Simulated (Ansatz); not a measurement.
**Sr2TiReS6 single point**

Input file of Ansatz 0.2.0:

```yaml
crystal:
  lattice:
    - [0.0, 6.49881053, 0.0]
    - [6.49881053, 0.0, 0.0]
    - [3.24940577, 3.24940577, -4.66298559]
  atoms:
    - { symbol: Re, position: [0.5, 0.5, 0.0] }
    - { symbol: S, position: [0.257, 0.257, 0.486] }
    - { symbol: S, position: [0.743, 0.743, 0.514] }
    - { symbol: S, position: [0.2238, 0.2934, 0.0] }
    - { symbol: S, position: [0.2934, 0.7762, 0.0] }
    - { symbol: S, position: [0.7762, 0.7066, 0.0] }
    - { symbol: S, position: [0.7066, 0.2238, 0.0] }
    - { symbol: Sr, position: [0.75, 0.25, 0.5] }
    - { symbol: Sr, position: [0.25, 0.75, 0.5] }
    - { symbol: Ti, position: [0.0, 0.0, 0.0] }
  symmetry: { tolerance: 0.0003 }
kpoints:
  mp_grid: { grid: [6, 6, 6], shift: [0, 0, 0] }
  band_path:
    path:
      - [0.0, 0.0, 0.0]
      - [0.5, 0.5, 0.5]
      - [0.5, 0.5, 0.75]
      - [0.5, 0.0, 0.5]
      - [0.0, 0.0, 0.0]
      - [0.0, 0.0, 0.5]
      - [0.25719948, 0.0, 0.62859974]
      - [0.74280052, 0.0, 0.37140026]
      - [0.0, 0.0, 0.0]
      - [0.5, 0.5, 0.5]
      - [0.74280052, 0.25719948, 0.5]
    npoints: 6
magnetization:
  spin_polarized: false
scf:
  occupations: { method: fermi_dirac, width: 0.0301 }
  lower_state_search: "off"
  max_iter: 200
hamiltonian:
  pseudopotentials: { kind: paw }
  xc: r2scan
basis:
  ecutwfc: 500
  fft_grid_basis: typed
output:
  forces: true
  stress: true
  eigenvalues: true
  bader: true
  populations: true
  elf: true
  write_potential: true
  volumetric_format: npy
  dos:
    e_range: [-12, 8]
    de: 0.05
    projected: { site_lists: { Re: [Re], S: [S], Sr: [Sr], Ti: [Ti] } }
checkpoint:
  read: saved_state
```

The run starts from an earlier solution of this cell. 

Parts of the output:

```
Free energy (F): -25943.2967 eV
Harris-Foulkes:  -25943.2967 eV  (|F-HF|=1.79e-9)
Internal energy: -25943.2781 eV  (E = F + TS)
E sigma→0 (E₀):  -25943.2874 eV
Entropy (-TS):   -0.0186 eV (-1.857 meV/atom)
Fermi energy:    10.1545 eV
--- Per-component energies (eV) ---
  E_band       = -595.6274
  E_kinetic    = 1968.4019
  E_local      = -4605.5755  (includes V_loc(G=0)·N_el)
  E_nonlocal   = 626.6212
  E_hartree    = 1593.2848
  E_xc         = -1367.9793
  E_vxc        = -1409.6627  (∫ρ·V_xc dr)
  E_paw        = -18833.7641  (= ΣΔE_a)
  E_vpaw       = -434.3352  (= ΣTr[D̂ρ^β])
  E_aug_tail   = 0.0000  (compensation charges beyond the density's cutoff)
  E_vtau       = 72.3550  (kinetic-family band-sum trace: ∫τ·v_τ [+ j·A + Jᵃ·Aᵃ] dr)
  E_ewald      = -5322.5922
  E_core_change = -1.6750  (= ΣΔE_core)
  E_smearing   = -0.0186  (= −TS)
--- Forces (eV/Å), atoms counted from 1 ---
  atom   1  Re     0.0000     0.0000     0.0000
  atom   2  S      0.0000     0.0000    -1.8810
  atom   3  S      0.0000     0.0000     1.8810
  atom   4  S     -1.2921    -2.0106     0.0000
  atom   5  S      2.0106    -1.2921     0.0000
  atom   6  S      1.2921     2.0106     0.0000
  atom   7  S     -2.0106     1.2921     0.0000
  atom   8  Sr     0.0000     0.0000     0.0000
  atom   9  Sr     0.0000     0.0000     0.0000
  atom  10  Ti     0.0000     0.0000     0.0000
--- Stress (GPa, compression-positive) ---
        9.1989       0.0000       0.0000
        0.0000       9.1989       0.0000
        0.0000       0.0000       9.4144
  P = ⅓ Tr σ = 9.2707 GPa (92.707 kbar)
--- Löwdin populations: 10 sites ---
  site symbol       q [e]
     0     Re     14.5002
     1      S      6.6263
     2      S      6.6263
     3      S      6.5967
     4      S      6.5967
     5      S      6.5967
     6      S      6.5967
     7     Sr      8.3438
     8     Sr      8.3438
     9     Ti     11.3450
  spilling = 0.0100 (of n_electrons = 83.0000)
--- Bader charges: 10 sites ---
  site symbol  charge [e]  shift [e]
     0     Re      1.4203     0.0087
     1      S     -1.0806     0.0017
     2      S     -1.0806     0.0017
     3      S     -1.0509     0.0015
     4      S     -1.0509     0.0015
     5      S     -1.0509     0.0015
     6      S     -1.0509     0.0015
     7     Sr      1.5736     0.0000
     8     Sr      1.5736     0.0000
     9     Ti      1.7973     0.0009
```

Origin: a known structure type with other elements, at an estimated volume, so it need not be a known compound. Caveats: many states at the Fermi level without spin polarisation, so a magnetic state may lie lower; atoms or cell far from equilibrium.
